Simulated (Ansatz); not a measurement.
TiS$_{2}$ (CdI2 type)

```
CELL_PARAMETERS angstrom
      3.36059     0.00000     0.00000
     -1.68029     2.91036     0.00000
      0.00000     0.00000     5.52244
ATOMIC_POSITIONS crystal
  Ti 0.00000 0.00000 0.00000
  S  0.33333 0.66667 0.25857
  S  0.66667 0.33333 0.74143
```

The slice is a (-1 1 0 2) plane (indices of the conventional cell) through the point (0.000, 0.000, 0.000) (fractional), spanned by u = [110] and v = [1 -1 1] in vectors of this cell: u (3.36 Å) and v (8.02 Å, at 90° to u). It covers one period; positions are fractions (u, v).

Computed with PBE-D3(BJ) (plane waves to 420 eV, PAW, scalar-relativistic; Ansatz, an electronic-structure program). k mesh 16×16×9. Near the nuclei the fields are pseudised (PAW); where an atom keeps semicore shells as valence, they peak there. At this level the bands of TiS2 touch or barely overlap. TiS2 is run without spin polarisation. TiS2 was relaxed with its symmetry unable to fall.

Task: Predict the map of the valence electron density on the slice.

Result: 
```
v \ u  0.00  0.08  0.17  0.25  0.33  0.42  0.50  0.58  0.67  0.75  0.83  0.92
-----  ----  ----  ----  ----  ----  ----  ----  ----  ----  ----  ----  ----
0.86   -0.3  -0.4  -0.6  -0.8  -1.0  -1.1  -1.1  -1.1  -1.0  -0.8  -0.6  -0.4
0.71   -0.1   0.0   0.0  -0.2  -0.5  -0.9  -1.0  -0.9  -0.5  -0.2   0.0   0.0
0.57   -0.5  -0.5  -0.7  -0.9  -1.2  -1.4  -1.5  -1.4  -1.2  -0.9  -0.7  -0.5
0.43   -0.5  -0.5  -0.7  -0.9  -1.2  -1.4  -1.5  -1.4  -1.2  -0.9  -0.7  -0.5
0.29   -0.1   0.0   0.0  -0.2  -0.5  -0.9  -1.0  -0.9  -0.5  -0.2   0.0   0.0
0.14   -0.3  -0.4  -0.6  -0.8  -1.0  -1.1  -1.1  -1.1  -1.0  -0.8  -0.6  -0.4
0.00    1.0   1.0   0.6  -0.1  -0.6  -0.8  -0.8  -0.8  -0.6  -0.1   0.6   1.0
```

Values: log₁₀ of the valence density in e/Å³. The scale is logarithmic, as a density can span decades between atoms and voids.
